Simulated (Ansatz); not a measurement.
Theory: DFT PBE, scalar-relativistic, plane waves, PAW (Ansatz 0.2.0). The final run on the 4-atom cell used 420 eV, a Γ-centred 16×16×10 mesh, 0.10 eV smearing and no spin polarisation.

Formation energies are uncorrected and count from the elements' standard states at the same level.

Question: Suggest a trial structure for a tetragonal metal that holds Ti and 2 more elements, with a formation energy near −1.78 eV/atom and a density near 4.81 g/cm³, in a cell of 4 atoms.

Answer: ScTiN₂, space group P4/mmm (No. 123). Sc is surrounded by 6 N at 2.18–2.19 Å, 8 Ti at 3.09 Å and 4 Sc at 3.10 Å; Ti has 6 N at 2.18–2.19 Å, 8 Sc at 3.09 Å and 4 Ti at 3.10 Å; N on its first site is surrounded by 2 Ti at 2.18 Å and 4 Sc at 2.19 Å; N on its second site is surrounded by 2 Sc at 2.18 Å and 4 Ti at 2.19 Å.

```cif
data_structure
_symmetry_space_group_name_H-M 'P 1'
_symmetry_Int_Tables_number 1
_cell_length_a 3.0952
_cell_length_b 3.0952
_cell_length_c 4.3564
_cell_angle_alpha 90.000
_cell_angle_beta 90.000
_cell_angle_gamma 90.000
_cell_volume 41.74
loop_
_atom_site_label
_atom_site_type_symbol
_atom_site_fract_x
_atom_site_fract_y
_atom_site_fract_z
_atom_site_occupancy
Sc1 Sc 0.50000 0.50000 0.50000 1
Ti1 Ti 0.00000 0.00000 0.00000 1
N1 N 0.00000 0.00000 0.50000 1
N2 N 0.50000 0.50000 0.00000 1
```

The volume per atom is 10.43 Å³, the density is 4.81 g/cm³ and the formation energy is −1.78 eV/atom. The gap on the 16×16×10 mesh of the 4-atom cell is 0 eV (a metal).

The cell was found from a structure generator's guess, not taken from experiment. Other answers may fit too; this one was computed.

A structure relaxed within its symmetry needn't be a true minimum.
